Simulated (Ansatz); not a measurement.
An element in the bcc structure gives these cold pressures by all-electron LAPW under LDA (Ansatz 0.2.0, scalar-relativistic, no spin polarisation).

| V (Å³/atom) | P (GPa) |
| --- | --- |
| 20.42 | 0.04 |
| 18.38 | 14.05 |
| 16.34 | 36.9 |
| 14.30 | 73.9 |
| 12.25 | 143.4 |
| 10.21 | 281.1 |
| 8.17 | 609.2 |

(1) Which element is it?

Answers

(1) Hf. Its zero-pressure volume in this structure is near 20.4 Å³/atom; the volume and the steepness of P(V) together point to it, though neighbours can come close. This is the case that was computed; others weren't tested.
